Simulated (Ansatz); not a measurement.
Consider the following.

Al2Ru:
```cif
data_Al2Ru
_chemical_formula_sum 'Al2 Ru1'
_space_group_name_H-M_alt 'P 1'
_space_group_IT_number 1
_cell_length_a 4.71587
_cell_length_b 4.71587
_cell_length_c 4.71587
_cell_angle_alpha 141.640
_cell_angle_beta 141.640
_cell_angle_gamma 55.371
loop_
_space_group_symop_operation_xyz
  'x, y, z'
loop_
_atom_site_label
_atom_site_type_symbol
_atom_site_fract_x
_atom_site_fract_y
_atom_site_fract_z
_atom_site_occupancy
Al1 Al 0.65907 0.65907 0.00000 1
Al2 Al 0.34093 0.34093 0.00000 1
Ru1 Ru 0.00000 0.00000 0.00000 1
```

This is the LDA-relaxed structure.

### Question
All from the program Ansatz at the LDA level (PAW), unless another level is named. Give the formation energy from the elements (no fitted shifts).

### Answer
-0.68 eV/atom.

### Question
Next, the density of states at the Fermi level?

### Answer
0.06 states/eV per atom (mean over ±0.08 eV).

Space group I4/mmm (MoSi2 or CaC2 type). The workflow started from a Materials Project entry (that database holds measured and hypothetical structures alike); the Crystallography Open Database copy checked does not list it. With Al and Ru taken as one species the cell has the higher symmetry I4/mmm, so it may be an ordered model of a mixed-site phase. Its standing as an ambient phase is unchecked. The LDA relaxation kept the symmetry of its start; of distortions, only those at the zone centre were tested. No spin polarisation was allowed. The references are the lowest solids computed at this level, not always the standard phases. Scalar-relativistic: spin–orbit coupling is off unless named, which matters more the heavier the elements.

Potentials: the later of the program's two PAW sets.
